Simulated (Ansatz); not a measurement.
InRu$_{3}$N:
```cif
data_InNRu3
_chemical_formula_sum 'In1 Ru3 N1'
_space_group_name_H-M_alt 'Pm-3m'
_space_group_IT_number 221
_space_group_name_Hall '-P 4 2 3'
_cell_length_a 4.03663
_cell_length_b 4.03663
_cell_length_c 4.03663
_cell_angle_alpha 90.000
_cell_angle_beta 90.000
_cell_angle_gamma 90.000
loop_
_atom_site_label
_atom_site_type_symbol
_atom_site_symmetry_multiplicity
_atom_site_Wyckoff_symbol
_atom_site_fract_x
_atom_site_fract_y
_atom_site_fract_z
_atom_site_occupancy
In1 In 1 a 0.00000 0.00000 0.00000 1
Ru1 Ru 3 c 0.00000 0.50000 0.50000 1
N1 N 1 b 0.50000 0.50000 0.50000 1
```

Relaxed with PBEsol.

Decompose the optical modes at the zone centre into irreducible representations, and say which are infrared and Raman allowed.

Point group m-3m: Γ_opt = 3T1u + T2u. Infrared: T1u. Raman: none.

Assign frequencies (DFPT, PBEsol (plane waves, PAW; program Ansatz)).

T1u 97, T2u 133, T1u 165, T1u 286 cm⁻¹.

The start of the workflow was typed in or built on a structure type; neither database checked (COD, Materials Project) lists it. Whether it is the stable phase at ambient conditions was not checked. The cell was relaxed with PBEsol under the symmetry of its start; its stability against distortions is not shown here. The workflow began spin-polarised and lost its moments. As this level gives no gap, phonon frequencies hold no LO–TO term and depend on the k-mesh and smearing (Fermi–Dirac, 0.1 eV here).

Potentials: the earlier of the program's two PAW sets. The files were generated under PBE; for other functionals the program regenerates the frozen cores, and for LDA and PBEsol the local potential too.
